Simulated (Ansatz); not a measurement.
Input:

Te$_{2}$Pd:
```cif
data_PdTe2
_chemical_formula_sum 'Te2 Pd1'
_space_group_name_H-M_alt 'P 1'
_space_group_IT_number 1
_cell_length_a 4.04122
_cell_length_b 4.04122
_cell_length_c 5.06557
_cell_angle_alpha 90.000
_cell_angle_beta 90.000
_cell_angle_gamma 120.000
loop_
_space_group_symop_operation_xyz
  'x, y, z'
loop_
_atom_site_label
_atom_site_type_symbol
_atom_site_fract_x
_atom_site_fract_y
_atom_site_fract_z
_atom_site_occupancy
Te1 Te 0.33333 0.66667 0.26709 1
Te2 Te 0.66667 0.33333 0.73291 1
Pd1 Pd 0.00000 0.00000 0.00000 1
```

This is the PBEsol-relaxed structure.

All from plane-wave PAW PBEsol (Ansatz code), unless another level is named. Predict the electronic character.

metallic (no gap).

Next, the density of states at the Fermi level?

0.45 states/eV per atom (mean over ±0.08 eV).

Predict the formation energy from the elements (no fitted shifts).

-0.37 eV/atom.

What about the gap with spin–orbit coupling?

none (metallic).

Space group P-3m1. The workflow started from a Materials Project entry (that database holds measured and hypothetical structures alike); the Crystallography Open Database files this formula in space group No. 164, but the cells were not matched. Its standing as an ambient phase is unchecked. The cell was relaxed with PBEsol under the symmetry of its start; of distortions, only those at the zone centre were tested. The run is not spin-polarised. The references are the lowest solids computed at this level, not always the standard phases. Spin–orbit coupling is left out wherever it is not named.

Potentials: the later of the program's two PAW sets.
